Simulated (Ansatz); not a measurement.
AlN:
```
CELL_PARAMETERS angstrom
      3.13027     0.00000     0.00000
     -1.56513     2.71089     0.00000
      0.00000     0.00000     5.01808
ATOMIC_POSITIONS crystal
  Al 0.66667 0.33333 0.00337
  Al 0.33333 0.66667 0.50337
  N  0.66667 0.33333 0.62183
  N  0.33333 0.66667 0.12183
```

Relaxed with PBE.

Give the Bader charges and basin volumes of the independent atoms, DFT-PBE in the program Ansatz with PAW potentials.



```json
[
 {"atom": "Al1", "Bader charge (e)": "+2.43", "Bader volume (Å³)": "4.0"},
 {"atom": "N3", "Bader charge (e)": "-2.43", "Bader volume (Å³)": "17.3"}
]
```

Space group P6_3mc (wurtzite). The PBE relaxation kept the symmetry of its start.

Potentials: the later of the program's two PAW sets.
